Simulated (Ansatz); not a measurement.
B4Ru:
```
B4Ru
1.0
    4.74533     0.00000     0.00000
    0.00000     5.51798     0.00000
    0.00000     0.00000     3.13608
Ru B
2 8
Direct
  0.50000   0.00000   0.00000
  0.00000   0.50000   0.50000
  0.16070   0.87671   0.50000
  0.83930   0.12329   0.50000
  0.66070   0.62329   0.00000
  0.33930   0.37671   0.00000
  0.76002   0.82008   0.50000
  0.23998   0.17992   0.50000
  0.26002   0.67992   0.00000
  0.73998   0.32008   0.00000
```

Relaxed with r²SCAN. Special points in fractions of this cell's reciprocal vectors: Γ (0.000, 0.000, 0.000); X (0.500, 0.000, 0.000); S (0.500, 0.500, 0.000); Y (0.000, 0.500, 0.000); Z (0.000, 0.000, 0.500); U (0.500, 0.000, 0.500); R (0.500, 0.500, 0.500); T (0.000, 0.500, 0.500).

Problem. List the band energies nearest the Fermi level at these points for r²SCAN (plane waves, PAW; program Ansatz).

Solution. In eV from the Fermi level; about four levels below and three above (degenerate sets whole), none deeper than 8.9 eV; points with the same levels are listed once.

| k | below | above |
|---|---|---|
| Γ | -3.23 -2.87 -1.67 -0.76 | 0.53 2.06 2.15 |
| X | -4.46 -4.46 -2.57 -2.57 | 0.00 0.00 0.20 0.20 |
| S | -3.10 -3.10 -1.75 -1.75 | 0.91 0.91 2.62 2.62 |
| Y | -2.77 -2.77 -0.60 -0.60 | 0.28 0.28 2.62 2.62 |
| Z | -2.90 -2.90 -1.02 -1.02 | 0.50 0.50 0.92 0.92 |
| U | -3.03 -3.03 -0.92 -0.92 | 0.17 0.17 2.24 2.24 |
| R | -1.09 -1.09 -0.44 -0.44 | 3.32 3.32 3.64 3.64 |
| T | -4.30 -4.30 -0.99 -0.99 | 0.79 0.79 2.42 2.42 |

Space group Pnnm. The start of the workflow was typed in or built on a structure type; neither database checked (COD, Materials Project) lists it. Its standing as an ambient phase is unchecked. The cell was relaxed with r²SCAN under the symmetry of its start; its stability against distortions is not shown here. No spin polarisation was allowed. Spin–orbit coupling is left out wherever it is not named.

Potentials: the earlier of the program's two PAW sets. The files were generated under PBE; for other functionals the program regenerates the frozen cores, and for LDA and PBEsol the local potential too.
